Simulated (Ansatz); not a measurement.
## Na: eigenvalues along the path

```xyz
1
Lattice="-2.1175 2.1175 2.1810 2.1175 -2.1175 2.1810 2.1175 2.1175 -2.1810" Properties=species:S:1:pos:R:3 pbc="T T T"
Na    0.0000    0.0000    0.0000
```

Structure: COD 9011002, as refined from experiment and not relaxed. The listed cell was then made from it by scaling, straining or moving an atom.

Theory: DFT, PBEsol, all-electron LAPW, scalar-relativistic (Ansatz 0.2.0).

Settings: a Γ-centred 12×12×12 k mesh, Fermi–Dirac smearing of 0.05 eV, basis error target 0.25 meV/atom, no spin polarisation.

Path points, in fractions of the reciprocal vectors: Γ (0.000, 0.000, 0.000), X (0.000, 0.000, 0.500), P (0.250, 0.250, 0.250), N (0.000, 0.500, 0.000), M (0.500, 0.500, -0.500), S (0.486, 0.514, -0.486), S0 (-0.486, 0.486, 0.486). Levels in eV from the Fermi level; bands 5 to 7, counted from the lowest band of the run. The gap is zero.

```
# k(1/Å) point b5 b6 b7
0.000 Γ -3.13 11.27 11.27
0.210 - -2.96 9.75 10.34
0.420 - -2.44 7.21 9.24
0.629 - -1.60 4.89 8.43
0.839 - -0.43 2.85 7.93
1.049 X 0.83 1.29 7.77
1.193 - 0.91 1.37 6.75
1.337 - 1.12 1.60 5.52
1.481 - 1.49 1.96 4.42
1.625 - 2.00 2.41 3.47
1.769 P 2.66 2.66 2.68
1.918 - 1.97 2.36 3.53
2.066 - 1.43 1.88 4.54
2.214 - 1.04 1.49 5.72
2.363 - 0.81 1.24 7.03
2.511 N 0.73 1.16 8.13
2.718 - -0.51 2.68 8.28
2.925 - -1.64 4.67 8.75
3.131 - -2.46 6.93 9.52
3.338 - -2.96 9.40 10.52
3.545 Γ -3.13 11.27 11.27
3.833 - -2.81 9.35 9.35
4.121 - -1.84 7.41 7.41
4.409 - -0.27 5.84 6.01
4.697 - 1.85 4.89 5.18
4.985 M 4.32 4.42 4.58
4.994 - 4.32 4.42 4.56
5.002 - 4.31 4.42 4.53
5.011 - 4.30 4.42 4.50
5.020 - 4.28 4.42 4.46
5.028 S 4.24 4.42 4.43
5.430 - 2.01 2.50 5.52
5.831 - 0.87 1.31 7.20
6.233 - 0.87 1.31 7.20
6.634 - 2.01 2.50 5.52
7.036 S0 4.24 4.42 4.43
7.324 - 1.85 4.78 4.78
7.612 - -0.27 5.70 5.82
7.900 - -1.84 7.19 7.49
8.188 - -2.81 9.24 9.70
8.477 Γ -3.13 11.27 11.27
```
